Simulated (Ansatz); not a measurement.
**Slab of diamond Ge (111), 6 layers**

The slab is cut from the diamond crystal, the stable phase, as relaxed on PAW files (22.85 Å³/atom), with 16 Å of vacuum and a dipole correction:

```
Ge
1.0
     4.01326    0.00000    0.00000
    -2.00663    3.47559    0.00000
     0.00000    0.00000   23.37280
Ge
6
Direct
  0.00000 0.00000 0.34228
  0.33333 0.66667 0.37733
  0.33333 0.66667 0.48248
  0.66667 0.33333 0.51752
  0.66667 0.33333 0.62267
  0.00000 0.00000 0.65772
```

All numbers are PBEsol results (scalar-relativistic) from Ansatz 0.2.0, with a Γ-centred 7×7×1 k mesh, Fermi–Dirac smearing of 0.02 eV, no spin polarisation. Methods: LAPW: all electrons, basis error target 1 meV/atom; PAW: frozen-core files, cutoff 420 eV.

The bulk energy comes from a cell in the slab's orientation on a 7×7×3 mesh. The surface energy is (E(slab) − N·E(bulk))/2A at zero smearing, the mean of both faces; thin slabs carry quantum-size effects.

The PAW files were made under PBE. Real surfaces of this kind reconstruct, which a 1×1 cell forbids.

Question: As cut, the LAPW slab lies 1.976 eV above 6 atoms of bulk. What surface energy is that?

Answer: Over two faces of 13.95 Å² it is 70.8 meV/Å², and times 16.02 J/m² per eV/Å² that gives γ = 1.135 J/m².

Question: What do relaxation and the other method give, and what work function comes out?

Answer: 

| method | γ as cut (J/m²) | γ relaxed (J/m²) | Φ as cut (eV) | Φ relaxed (eV) |
| --- | --- | --- | --- | --- |
| LAPW | 1.135 | 1.118 | 4.75 | 4.71 |
| PAW | 1.135 | 1.118 | 4.75 | 4.71 |

Question: How do the spacings between the planes relax?

Answer: From the bottom face up: d12 -4.4 % of 0.819 Å, d23 +3.0 % of 2.458 Å, d34 -1.5 % of 0.819 Å, d45 +3.0 % of 2.458 Å, d56 -4.4 % of 0.819 Å.

Question: What changes if the vacuum is set to 13 Å?

Answer: LAPW then gives: no gap, work function 4.71 eV; PAW: no gap, work function 4.71 eV.

Question: A 2p core hole is made on one atom of each kind in every 1×1 cell (PAW hole dataset, neutral cell, valence without spin). What does it cost by layer?

Answer: layer 1 1221.44 eV, layer 2 1221.88 eV, layer 3 1222.04 eV. Shifts between layers mean more than the absolute values, and a whole layer of holes screens otherwise than one hole.
